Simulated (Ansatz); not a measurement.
A geometry of Cl2 away from equilibrium: step 2 of the relaxation of a generated trial cell of Cl2 in the AFLOW prototype A_oC8_64_f. All values below come from PBEsol (plane waves to 420 eV, PAW, scalar-relativistic; Ansatz, a first-principles code). Γ-centred k-mesh 7×7×3 on the run's cell (coarser than for final values), Fermi–Dirac smearing 0.05 eV. The plane waves were selected for a different cell earlier on the path.

```yaml
crystal:
  lattice:
    - [3.08946, -1.94776, 0.00000]
    - [3.08946, 1.94776, 0.00000]
    - [0.00000, 0.00000, 7.94588]
  atoms:
    - { symbol: Cl, position: [0.85937, 0.14063, 0.11888] }
    - { symbol: Cl, position: [0.14063, 0.85937, 0.88112] }
    - { symbol: Cl, position: [0.35937, 0.64063, 0.38112] }
    - { symbol: Cl, position: [0.64063, 0.35937, 0.61888] }
```

Q: What forces act on the atoms (eV/Å)?

A: 
```csv
atom,Fx,Fy,Fz
Cl1,0.00,-0.61,-1.06
Cl2,0.00,0.61,1.06
Cl3,0.00,-0.61,1.06
Cl4,0.00,0.61,-1.06
```

The path ends in Cmce (No. 64). No spin polarisation in the result. Without a van der Waals term the distances between weakly bound units are poorly fixed.

The run could not lose the symmetry of its start.
